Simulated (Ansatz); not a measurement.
The start is a generated cell, TiB2 placed in the AFLOW prototype AB2_oP6_58_a_g (C35, as in CaCl2). The structure is fully relaxed (lattice and positions, P = 0) with r2SCAN (plane waves to 500 eV, PAW, scalar-relativistic; Ansatz, a program for electronic structure). The first steps use a coarse 6×5×8 k-mesh.

Input geometry:
```
TiB2
1.0
    4.32789     0.00000     0.00000
    0.00000     4.45966     0.00000
    0.00000     0.00000     2.91300
Ti B
2 4
Direct
  0.00000   0.00000   0.00000
  0.50000   0.50000   0.50000
  0.27500   0.32500   0.00000
  0.77500   0.17500   0.50000
  0.22500   0.82500   0.50000
  0.72500   0.67500   0.00000
```

Problem. Which atoms feel the largest initial force, and how large is it?

Solution. About 1.2 eV/Å, on B3, B4, B5, B6 (atoms numbered as listed).

Problem. Does the structure survive the relaxation? Give the final space group.

Solution. The space group goes from Pnnm (No. 58) to Immm (No. 71), with 3 atoms in the primitive cell.

Problem. How does the volume change?

Solution. +20.3 %, from 9.37 to 11.27 Å³/atom.

Problem. How do the shortest distances between atoms change?

Solution. The closest pairs of elements (up to four, under 3.6 Å), start → end: B–B 2.50 → 1.59 Å; B–Ti 1.88 → 2.27 Å; Ti–Ti 2.91 → 3.40 Å.

Problem. What band gap does the relaxed structure have at this level?

Solution. No gap (metallic).

Problem. Write out the relaxed structure.

Solution. 
```cif
data_B4Ti2
_chemical_formula_sum 'Ti2 B4'
_space_group_name_H-M_alt 'Immm'
_space_group_IT_number 71
_space_group_name_Hall '-I 2 2'
_cell_length_a 3.39679
_cell_length_b 4.24472
_cell_length_c 4.69160
_cell_angle_alpha 90.000
_cell_angle_beta 90.000
_cell_angle_gamma 90.000
loop_
_space_group_symop_operation_xyz
  'x, y, z'
  '-x, -y, -z'
  '-x, -y, z'
  'x, y, -z'
  'x, -y, -z'
  '-x, y, z'
  '-x, y, -z'
  'x, -y, z'
  'x+1/2, y+1/2, z+1/2'
  '-x+1/2, -y+1/2, -z+1/2'
  '-x+1/2, -y+1/2, z+1/2'
  'x+1/2, y+1/2, -z+1/2'
  'x+1/2, -y+1/2, -z+1/2'
  '-x+1/2, y+1/2, z+1/2'
  '-x+1/2, y+1/2, -z+1/2'
  'x+1/2, -y+1/2, z+1/2'
loop_
_atom_site_label
_atom_site_type_symbol
_atom_site_symmetry_multiplicity
_atom_site_Wyckoff_symbol
_atom_site_fract_x
_atom_site_fract_y
_atom_site_fract_z
_atom_site_occupancy
Ti1 Ti 2 a 0.00000 0.00000 0.00000 1
B1 B 4 j 0.00000 0.50000 0.16920 1
```
(The calculation used a cell of 3 atoms; values per cell refer to that cell.)

Final values are on a 17×17×17 k-mesh of the relaxed cell. No spin polarisation in the result.

The run could not lower the symmetry of its start; a shaken copy of this end point relaxes with r2SCAN to I4₁/amd (No. 141), 1.39 eV/atom lower.

The relaxed structure here is a generated cell of TiB2: the first start was made by placing the elements on the sites of a structure type, and the end was not matched to a known phase here, so it may be hypothetical. Known forms of TiB2 include space group No. 191.
